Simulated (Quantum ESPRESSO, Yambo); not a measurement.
# AlN: DFT and GW levels

```
CELL_PARAMETERS angstrom
      0.00000     2.18837     2.18837
      2.18837     0.00000     2.18837
      2.18837     2.18837     0.00000
ATOMIC_POSITIONS crystal
  N  0.25000 0.25000 0.25000
  Al 0.00000 0.00000 0.00000
```

Cell and atoms were relaxed with PBEsol from Materials Project entry mp-1700, within its symmetry.

Starting point: norm-conserving PBEsol (Quantum ESPRESSO, 84 Ry, no spin-orbit coupling). G0W0 in Yambo: 6×6×6 Γ-centred k mesh, 77 bands and a 14 Ry block in the screening, 77 bands in G with the Bruneval-Gonze terminator, plasmon pole fitted at 27.2 eV.

```
Quantity                                            Result
-------------------------------------------------  -------
PBEsol gap along the band path                     3.19 eV
PBEsol gap between the mesh's edge points (Γ → X)  3.19 eV
G0W0 gap between the same points                   4.67 eV
PBEsol smallest direct gap on the mesh (at Γ)      4.07 eV
G0W0 direct gap at that point                      5.62 eV
```

```csv
k point,band,E PBEsol (eV),E QP (eV),shift (eV),Z
Γ,VB,0.00,-1.01,-1.01,0.79
Γ,CB,4.07,4.61,0.54,0.82
X,VB,-1.79,-3.03,-1.24,0.79
X,CB,3.19,3.66,0.47,0.84
```

Energies count from the PBEsol valence-band maximum.

Nearest settings tried, and what they do to the gap: 58 bands in W, 58 bands in G: -4 meV; 11 Ry block (113 vectors against 169): -47 meV; 8×8×8 mesh: +25 meV. So the settings aren't converged at that level.

This is not the ordinary phase of the substance; no match was found in the copy of COD used, and its stability was not checked.
